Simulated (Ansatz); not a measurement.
The relaxed structure here is a generated cell of CrCuO2: the first start was made by a random draw of sites in a space group, and the end was not matched to a known phase here, so it may be hypothetical.

One stationary structure of CrCuO2. Space group Cc (No. 9). These are PBEsol (plane waves to 420 eV, PAW, scalar-relativistic; Ansatz, a quantum-chemistry and plane-wave program) values and carry that method's errors.

```cif
data_Cr2Cu2O4
_chemical_formula_sum 'Cr2 Cu2 O4'
_space_group_name_H-M_alt 'P 1'
_space_group_IT_number 1
_cell_length_a 5.94371
_cell_length_b 5.94371
_cell_length_c 5.50204
_cell_angle_alpha 93.834
_cell_angle_beta 93.834
_cell_angle_gamma 151.007
loop_
_space_group_symop_operation_xyz
  'x, y, z'
loop_
_atom_site_label
_atom_site_type_symbol
_atom_site_fract_x
_atom_site_fract_y
_atom_site_fract_z
_atom_site_occupancy
Cr1 Cr 0.00362 0.46532 0.59238 1
Cr2 Cr 0.46532 0.00362 0.09238 1
Cu1 Cu 0.85934 0.83274 0.30927 1
Cu2 Cu 0.83274 0.85934 0.80927 1
O1 O 0.65899 0.00614 0.80131 1
O2 O 0.00614 0.65899 0.30131 1
O3 O 0.03172 0.74793 0.82252 1
O4 O 0.74793 0.03172 0.32252 1
```

### Question
What is the computed band gap (PBEsol)?

### Answer
0.27 eV, indirect (valence top at k = (0.3333, -0.4167, 0.1667), conduction bottom at k = (0.3333, 0.3333, 0.3333)) (no spin-orbit coupling).

### Question
Estimate the magnetic moment that PBEsol returns for this input.

### Answer
Net 0.75 μB/atom, ferromagnetic.

Spin state reached: ferromagnetic (net 0.75 μB/atom), from parallel starting moments; other spin orders were not run from this start. No Hubbard U is applied.

The run could not lose the symmetry of its start: the end is stationary, and may be a saddle point rather than a minimum.
